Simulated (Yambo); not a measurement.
Yambo run on Rb2ScAgF6 (space group Fm-3m, No. 225). The wavefunctions are norm-conserving PBEsol (Quantum ESPRESSO, 84 Ry, no spin-orbit coupling) ones on a 2×2×2 mesh (45 occupied bands); a = b = c = 6.354 Å, α = β = γ = 60.00°.

Yambo input:

```
rim_cut
HF_and_locXC
RandQpts= 1000000
RandGvec= 1 Ry
EXXRLvcs= 84 Ry
VXCRLvcs= 336 Ry
% QPkrange
 1 | 1 | 45 | 46 |
 2 | 2 | 45 | 46 |
 3 | 3 | 45 | 46 |
%
```

k points by index: 1 = Γ, 2 = L, 3 = X.

Table of the .hf output:

```
#    K-point    Band    Eo [eV]    Ehf [eV]    Vxc [eV]    Vnlxc [eV]
#
    1    45    -0.242688    -7.013249    -24.67780    -31.44836
    1    46    3.144646    7.715821    -10.62856    -6.057382
    2    45    0.000000    -6.895571    -25.04919    -31.94477
    2    46    4.340392    9.196497    -13.07586    -8.219760
    3    45    -0.222884    -7.130525    -24.64520    -31.55284
    3    46    3.985020    9.573175    -13.27095    -7.682800
```
Exchange alone, without screening.

Geometry of the Materials Project entry, not relaxed at this level.

The structure is a Materials Project entry; no match was found in the copy of COD used, and its stability was not checked.
